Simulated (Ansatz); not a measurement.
**What DFT gives for YSi2Pd2**

```yaml
crystal:
  lattice:
    - [0.00000, 4.12751, 0.00000]
    - [4.12751, 0.00000, 0.00000]
    - [2.06375, 2.06375, -4.92399]
  atoms:
    - { symbol: Y, position: [0.00000, 0.00000, 0.00000] }
    - { symbol: Pd, position: [0.75000, 0.25000, 0.50000] }
    - { symbol: Pd, position: [0.25000, 0.75000, 0.50000] }
    - { symbol: Si, position: [0.37500, 0.37500, 0.25000] }
    - { symbol: Si, position: [0.62500, 0.62500, 0.75000] }
```

Method: r2SCAN, no spin polarisation; PAW, plane waves to 500 eV, 9×9×9 Γ-centred mesh, fermi-dirac occupations (width 0.1 eV) (Ansatz 0.2.0), atoms fixed.

- Forces: The largest is on Si4 (and as large on other atoms): 1.31 eV/Å, components (0.00, 0.00, 1.31). It makes 121° with the line to a nearest neighbour, Pd2 at 2.40 Å.
- Electronic structure: It is a metal, with about 2.2 states/eV a cell as the mean within 0.25 eV of the Fermi level, mostly Si p (31 %), Y d (30 %) and Pd d (28 %).
- Stress: The pressure is 3.5 GPa (compression positive), so with the atoms held at these fractions the cell would first expand; the forces are large, so a full relaxation may end otherwise. The principal stresses 1.2, 4.7, 4.7 GPa differ, so its shape would change too.
- Charges: Bader charges in e: Y +1.77, Si +0.08, Pd -0.96. In the mean Y gives up most and Pd takes most.

Origin: a database entry at a rescaled volume.
